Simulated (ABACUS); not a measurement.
A user runs ABACUS on P (Imma, 2 atoms in the cell; from Materials Project mp-7245) and asks whether the run is sound. The aim is a self-consistent single point with DFT, PBEsol, numerical atomic orbitals TZP (confined pseudo-atomic orbitals; energy shift 0.003 Ry), PseudoDojo 0.4 standard norm-conserving PBEsol (tails mended) pseudopotentials.

The input file:

```
# file: INPUT
INPUT_PARAMETERS
calculation          scf
basis_type           lcao
pseudo_dir           ./
orbital_dir          ./
ecutwfc              100.0
symmetry             1
symmetry_prec        1e-05
smearing_method      fd
smearing_sigma       0.146997
ks_solver            genelpa
scf_nmax             100
scf_thr              1.0e-06
mixing_type          broyden
mixing_beta          0.4
cal_force            1
cal_stress           1
out_mul              1
device               cpu
# file: STRU
ATOMIC_SPECIES
P 30.974 P.upf

NUMERICAL_ORBITAL
P_pbesol_7.1au_3s3p1d.orb

LATTICE_CONSTANT
1

LATTICE_VECTORS
  -3.1964906371    4.7529730082    3.5128969307
   3.1964906371   -4.7529730082    3.5128969307
   3.1964906371    4.7529730082   -3.5128969307

ATOMIC_POSITIONS
Cartesian

P
0.0
2
   0.0000000000    7.1294595124    0.3745450708
   3.1964906371   -2.3764865041    3.1383518600
# file: KPT
K_POINTS
0
Gamma
17 17 17 0.5 0.5 0.5
```

Log, with long lists cut:

```
 READING UNITCELL INFORMATION
                                    ntype = 1
                  lattice constant (Bohr) = 1
              lattice constant (Angstrom) = 0.529177

 READING ATOM TYPE 1
                               atom label = P
                      L=0, number of zeta = 3
   [... lines left out ...]
                                    nspin = 1
                   Input type of k points = Monkhorst-Pack(Gamma)
                                   nkstot = 4913
                        ROTATION MATRICES = 8
                               nkstot_ibz = 729
K-POINTS REDUCTION ACCORDING TO SYMMETRY
     IBZ    DIRECT_X    DIRECT_Y    DIRECT_Z  WEIGHT  ibz2bz
       1 -0.08823529  0.02941176  0.02941176  0.0016       0
       2  0.02941176 -0.14705882  0.08823529  0.0016       1
       3  0.02941176 -0.20588235  0.14705882  0.0016       2
   [... 9 lines left out ...]
     ... 717 more k-points

                               nkstot now = 729

K-POINTS DIRECT COORDINATES
 KPOINTS    DIRECT_X    DIRECT_Y    DIRECT_Z  WEIGHT
       1 -0.08823529  0.02941176  0.02941176  0.0033
       2  0.02941176 -0.14705882  0.08823529  0.0033
       3  0.02941176 -0.20588235  0.14705882  0.0033
   [... 9 lines left out ...]
     ... 717 more k-points

 SETUP PLANE WAVES FOR WAVE FUNCTIONS
     energy cutoff for wavefunc (unit:Ry) = 100
              fft grid for wave functions = [ 45, 45, 45 ]
                    number of plane waves = 5455

 -------------------------------------------
 SELF-CONSISTENT
 -------------------------------------------

                  longest orb rcut (Bohr) = 7.1
   longest nonlocal projector rcut (Bohr) = 1.74
                     search radius (Bohr) = 17.7

                          real space grid = [ 45, 45, 45 ]
                                 init_chg = atomic

 LCAO ALGORITHM --------------- ION=   1  ELEC=   1--------------------------------

 Density error is 0.0430076312499
 E_KohnSham     -28.0619766554       -381.8027796561
 E_Fermi        0.7027687428         9.5616592790

   [... lines left out ...]
   [... 4 blocks of this kind left out ...]

 LCAO ALGORITHM --------------- ION=   1  ELEC=   7--------------------------------

 Density error is 1.00670159441e-06
 E_KohnSham     -28.0616828187       -381.7987818034
 E_Fermi        0.7063074661         9.6098060794

 LCAO ALGORITHM --------------- ION=   1  ELEC=   8--------------------------------

 Density error is 1.66678995325e-07
 E_KohnSham     -28.0616828187       -381.7987818036
 E_KS(sigma->0) -27.6401199261       -376.0631243980
 E_entropy(-TS) -0.8431257853        -11.4713148111
 E_Fermi        0.7063076426         9.6098084801
 charge density convergence is achieved
 final etot is -381.7987818 eV
 EFERMI = 9.6098084801 eV

 STATE ENERGY(eV) AND OCCUPATIONS    NSPIN == 1
   [... 12 lines left out ...]

 TOTAL-FORCE (eV/Angstrom)
                        P1         0.0000000000         0.0000000000        -1.2396669826
                        P2         0.0000000000         0.0000000000         1.2396669826

 TOTAL-STRESS (KBAR)
       230.3641399332        -0.0000000000         0.0000000000
         0.0000000000       130.8002120977         0.0000000000
         0.0000000000         0.0000000000       191.8914865118
 TOTAL-PRESSURE: 184.351946 KBAR

 --------------------------------------------
 !FINAL_ETOT_IS -381.7987818035892360 eV
 --------------------------------------------
```

Problem. Is anything amiss in this input, and did it matter?

Solution. The run is not sound. The fault is a smearing width that is far too large. A width of many tenths of an electronvolt moves electrons far across the Fermi level or the gap, and the free energy, forces and pressure carry a large smearing term. To fix it, use a width small against the gap or band features. The run converged in 8 iterations without an error; against the sound input the free energy drops by 2.66 eV/atom, the pressure goes from 0.71 to 18.44 GPa and the largest force goes from 0.576 to 1.240 eV/Å.

An input that runs soundly differs in these lines (not the only fix; some lines may just follow from the change or write a value another way):
```diff
-smearing_method      fd
-smearing_sigma       0.146997
+smearing_method      mp
+smearing_sigma       0.00734986
```

With that input, the run converged in 8 iterations: free energy E − TS -376.4861 eV; Fermi level (on the code's own zero) 10.20 eV; pressure 0.71 GPa; largest force (vector length) 0.576 eV/Å (DFT, PBEsol, numerical atomic orbitals TZP (confined pseudo-atomic orbitals; energy shift 0.003 Ry), PseudoDojo 0.4 standard norm-conserving PBEsol (tails mended) pseudopotentials).

The atom-centred basis is finite, which shifts total energies, pressures and forces against plane waves. The structure comes from a collection of computed structures, made at another level of theory; the collection holds predicted forms beside known ones.

The atomic orbitals were generated for these runs; they are not ABACUS's published sets and were checked against plane waves on a few crystals only.

“Tails mended”: in these copies of the files the far tail of each local potential was reset to the Coulomb form.
